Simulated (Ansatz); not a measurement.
BC₅:
```yaml
crystal:
  lattice:
    - [2.54528, 0.00000, 0.00000]
    - [-1.27264, 2.20428, 0.00000]
    - [0.00000, 0.00000, 6.37097]
  atoms:
    - { symbol: B, position: [0.00000, 0.00000, 0.00378] }
    - { symbol: C, position: [0.33333, 0.66667, 0.11099] }
    - { symbol: C, position: [0.33333, 0.66667, 0.34597] }
    - { symbol: C, position: [0.66667, 0.33333, 0.42881] }
    - { symbol: C, position: [0.66667, 0.33333, 0.67184] }
    - { symbol: C, position: [0.00000, 0.00000, 0.75090] }
```

Relaxed with r²SCAN.

Problem. Give the Bader charges and basin volumes of the independent atoms, r²SCAN (plane waves, PAW; program Ansatz).

Solution. 

```csv
atom,Bader charge (e),Bader volume (Å³)
B1,+1.90,2.2
C2,-1.38,9.0
C3,+0.01,5.8
C4,+0.01,5.8
C5,+0.01,5.8
C6,-0.55,7.2
```

Space group P3m1. The start of the workflow was typed in or built on a structure type; the Crystallography Open Database copy checked does not list it. Its standing as an ambient phase is unchecked. Symmetry was held in the r²SCAN relaxation; its stability against distortions is not shown here. Its formation energy is positive at this level, so the cell may be metastable or incomplete.

Potentials: the later of the program's two PAW sets.
